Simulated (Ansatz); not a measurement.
GeS:
```cif
data_Ge4S4
_chemical_formula_sum 'Ge4 S4'
_space_group_name_H-M_alt 'P 1'
_space_group_IT_number 1
_cell_length_a 10.19255
_cell_length_b 3.64210
_cell_length_c 4.09027
_cell_angle_alpha 90.000
_cell_angle_beta 90.000
_cell_angle_gamma 90.000
loop_
_space_group_symop_operation_xyz
  'x, y, z'
loop_
_atom_site_label
_atom_site_type_symbol
_atom_site_fract_x
_atom_site_fract_y
_atom_site_fract_z
_atom_site_occupancy
Ge1 Ge 0.11869 0.25000 0.11878 1
Ge2 Ge 0.38131 0.75000 0.61878 1
Ge3 Ge 0.88131 0.75000 0.88122 1
Ge4 Ge 0.61869 0.25000 0.38122 1
S1 S 0.85293 0.25000 0.49340 1
S2 S 0.64707 0.75000 0.99340 1
S3 S 0.14707 0.75000 0.50660 1
S4 S 0.35293 0.25000 0.00660 1
```

Relaxed with LDA.

Task: Tabulate the valence density and the electron localisation function along the shortest Ge–S contact (2.43 Å), LDA (plane waves, PAW; program Ansatz).

Result: 

```tsv
distance from Ge (Å)	density (e/Å³)	ELF
0.24	28.53	0.01
0.36	12.96	0.04
0.49	5.06	0.11
0.61	2.05	0.23
0.73	1.03	0.33
0.85	0.66	0.37
0.97	0.51	0.40
1.09	0.48	0.50
1.22	0.49	0.66
1.34	0.57	0.77
1.46	0.71	0.84
1.58	0.89	0.88
1.70	1.08	0.87
1.82	1.20	0.81
1.94	1.15	0.65
2.07	0.89	0.34
2.19	0.48	0.08
```

The density is the valence pseudo-density with augmentation charge, so density and ELF within about 1 Å of a nucleus are not all-electron values.

Space group Pnma. Symmetry was held in the LDA relaxation. A crystal of weakly bound layers computed without a dispersion correction: the cell and the soft elastic constants depend strongly on that.

Potentials: the later of the program's two PAW sets.
